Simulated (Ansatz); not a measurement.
Cu Kα1 powder pattern (kinematic, no thermal factors).
| 2θ (°) | relative intensity |
| --- | --- |
| 12.30 | 41 |
| 15.72 | 7 |
| 19.17 | 17 |
| 19.58 | 20 |
| 21.38 | 12 |
| 23.18 | 4 |
| 23.55 | 2 |
| 24.54 | 2 |
| 24.74 | 100 |
| 25.23 | 11 |
| 26.02 | 8 |
| 26.65 | 63 |
| 27.54 | 34 |
| 29.15 | 3 |
| 29.55 | 3 |
| 31.74 | 35 |
| 32.12 | 11 |
| 32.77 | 21 |
| 32.92 | 7 |
| 34.42 | 2 |
| 35.13 | 3 |
| 36.21 | 7 |
| 36.77 | 8 |
| 36.87 | 2 |
| 37.49 | 3 |
| 38.59 | 2 |
| 38.91 | 9 |
| 39.76 | 6 |
| 40.45 | 3 |
| 41.05 | 2 |
| 41.49 | 22 |
| 43.56 | 21 |
| 43.86 | 3 |
| 44.75 | 15 |
| 44.82 | 8 |
| 45.32 | 8 |
| 45.44 | 3 |
| 47.39 | 21 |
| 47.99 | 3 |
| 48.18 | 10 |
| 48.44 | 3 |
| 48.52 | 2 |
| 49.92 | 1 |
| 50.31 | 3 |
| 50.74 | 13 |
| 51.00 | 2 |
| 51.80 | 10 |
| 52.31 | 11 |
| 53.52 | 3 |
| 54.90 | 7 |
| 55.13 | 4 |
| 55.66 | 2 |
| 56.84 | 13 |
| 57.89 | 2 |
| 58.35 | 1 |
| 58.79 | 1 |
| 59.81 | 2 |
| 60.44 | 10 |
| 60.95 | 2 |
| 61.33 | 1 |
| 61.72 | 7 |
| 61.90 | 2 |
| 64.28 | 3 |
| 64.67 | 6 |
| 66.32 | 7 |
| 67.17 | 2 |
| 67.17 | 6 |
| 68.50 | 1 |
| 68.69 | 7 |
| 69.05 | 10 |
| 69.27 | 2 |
| 69.94 | 8 |
| 70.36 | 2 |
| 71.30 | 1 |
| 72.56 | 5 |
| 73.13 | 2 |
| 73.29 | 1 |
| 74.24 | 6 |
| 76.78 | 2 |
| 76.85 | 2 |
| 78.21 | 4 |
| 78.46 | 1 |
| 78.56 | 3 |
| 78.72 | 1 |
| 79.98 | 3 |
| 80.82 | 3 |
| 80.87 | 1 |
| 82.74 | 8 |
| 83.33 | 2 |
| 83.54 | 3 |
| 84.77 | 2 |
| 86.52 | 3 |
| 88.49 | 1 |
| 88.80 | 1 |
| 89.06 | 1 |
| 89.15 | 2 |

The pattern is computed from a structure relaxed with DFT PBE, scalar-relativistic, plane waves, PAW (Ansatz 0.2.0). No spin polarisation. Its elements are Br, K, Rb, Sr.

Give the structure.

K5RbSr3Br2.
Space group P6/mmm (No. 191). a = 8.304 Å, b = 8.304 Å, c = 18.123 Å, α = 90.00°, β = 90.00°, γ = 120.00°
| atom | site | symmetry | x | y | z |
| --- | --- | --- | --- | --- | --- |
| K | 2e | 6mm | 0.0000 | 0.0000 | 0.7330 |
| K | 3g | mmm | 0.5000 | 0.0000 | 0.5000 |
| Rb | 1b | 6/mmm | 0.0000 | 0.0000 | 0.5000 |
| Sr | 3f | mmm | 0.5000 | 0.0000 | 0.0000 |
| Br | 2e | 6mm | 0.0000 | 0.0000 | 0.0998 |

A pattern alone doesn't exclude other cells with like lines; this is the one computed.

It was reached by relaxing an invented guess, and it needn't be the stable form of this composition. No dispersion correction is applied, so the spacing between layers, chains or molecules is poorly fixed.
